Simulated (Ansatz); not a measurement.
## Every step of a relaxation of bcc V (111), 5 layers

DFT, PBE, PAW with Ansatz's default frozen-core files, scalar-relativistic (Ansatz 0.2.0); a Γ-centred 9×9×1 k mesh, Fermi–Dirac smearing of 0.05 eV, no spin polarisation. The run relaxes the atoms in the fixed cell.

Command: `ansatz run input.yaml --threads 2 --pin off --max-ram 4096MiB --backend cpu --events-out ev --progress --plain --runs-dir out` It took 43 s on 2 threads of Arm Neoverse V1, with other jobs on the host, peak memory 0.5 GiB.

```yaml
crystal:
  lattice:
    - [4.2385384045, 0.0, 0.0]
    - [-2.1192692022, 3.6706819332, 0.0]
    - [0.0, 0.0, 16.4608]
  atoms:
    - { symbol: V, position: [0.833333333, 0.166666667, 0.3948789818] }
    - { symbol: V, position: [0.166666667, 0.833333333, 0.4474394908] }
    - { symbol: V, position: [0.5, 0.5, 0.5] }
    - { symbol: V, position: [0.833333333, 0.166666667, 0.5525605092] }
    - { symbol: V, position: [0.166666667, 0.833333333, 0.6051210182] }
kpoints:
  mp_grid: { grid: [9, 9, 1] }
scf:
  occupations: { method: fermi_dirac, width: 0.05 }
hamiltonian:
  xc: pbe
  pseudopotentials: { kind: paw }
output:
  forces: true
  stress: true
  eigenvalues: true
relax:
  f_tol: 0.01
  max_steps: 40
efield:
  axis: 3
  amplitude: 0
  dipole_correction: true
```

Each step lists its free energy a cell above the last geometry, and Cartesian positions (Å) with forces (eV/Å).

The first step:

```
step 1  dF = 794.22 meV
  V 3.1789 0.6118 6.5000   0.0000 0.0000 1.6445
  V -1.0596 3.0589 7.3652   0.0000 0.0000 1.2179
  V 1.0596 1.8353 8.2304   0.0000 0.0000 0.0000
  V 3.1789 0.6118 9.0956   0.0000 0.0000 -1.2179
  V -1.0596 3.0589 9.9608   0.0000 0.0000 -1.6445
```

The cell is 1×1, so reconstructions are forbidden, and in slabs of four or five layers the relaxations can be far larger than at a real surface.

Question: Where does the relaxation end, and by which steps?

Answer: After 6 geometries, with a shortest distance of 2.186 Å. The further steps:
```
step 2  dF = 117.09 meV
  V 3.1789 0.6118 6.6951   0.0000 0.0000 0.5163
  V -1.0596 3.0589 7.4535   0.0000 0.0000 0.9941
  V 1.0596 1.8353 8.2304   0.0000 0.0000 0.0000
  V 3.1789 0.6118 9.0073   0.0000 0.0000 -0.9941
  V -1.0596 3.0589 9.7657   0.0000 0.0000 -0.5163
step 3  dF = 61.88 meV
  V 3.1789 0.6118 6.7485   0.0000 0.0000 -0.6002
  V -1.0596 3.0589 7.6108   0.0000 0.0000 -0.8195
  V 1.0596 1.8353 8.2304   0.0000 0.0000 0.0000
  V 3.1789 0.6118 8.8500   0.0000 0.0000 0.8194
  V -1.0596 3.0589 9.7123   0.0000 0.0000 0.6002
step 4  dF = 1.09 meV
  V 3.1789 0.6118 6.7196   0.0000 0.0000 0.0856
  V -1.0596 3.0589 7.5550   0.0000 0.0000 -0.0531
  V 1.0596 1.8353 8.2304   0.0000 0.0000 0.0000
  V 3.1789 0.6118 8.9058   0.0000 0.0000 0.0531
  V -1.0596 3.0589 9.7412   0.0000 0.0000 -0.0856
step 5  dF = 0.47 meV
  V 3.1789 0.6118 6.7327   0.0000 0.0000 -0.0524
  V -1.0596 3.0589 7.5425   0.0000 0.0000 0.0399
  V 1.0596 1.8353 8.2304   0.0000 0.0000 0.0000
  V 3.1789 0.6118 8.9183   0.0000 0.0000 -0.0399
  V -1.0596 3.0589 9.7281   0.0000 0.0000 0.0524
step 6  dF = 0.00 meV
  V 3.1789 0.6118 6.7276   0.0000 0.0000 0.0005
  V -1.0596 3.0589 7.5477   0.0000 0.0000 -0.0002
  V 1.0596 1.8353 8.2304   0.0000 0.0000 0.0000
  V 3.1789 0.6118 8.9131   0.0000 0.0000 0.0002
  V -1.0596 3.0589 9.7332   0.0000 0.0000 -0.0005
step 7  dF = 0.00 meV  (same geometry, solved once more)
  V 3.1789 0.6118 6.7276   0.0000 0.0000 0.0005
  V -1.0596 3.0589 7.5477   0.0000 0.0000 -0.0002
  V 1.0596 1.8353 8.2304   0.0000 0.0000 0.0000
  V 3.1789 0.6118 8.9131   0.0000 0.0000 0.0002
  V -1.0596 3.0589 9.7332   0.0000 0.0000 -0.0005
```
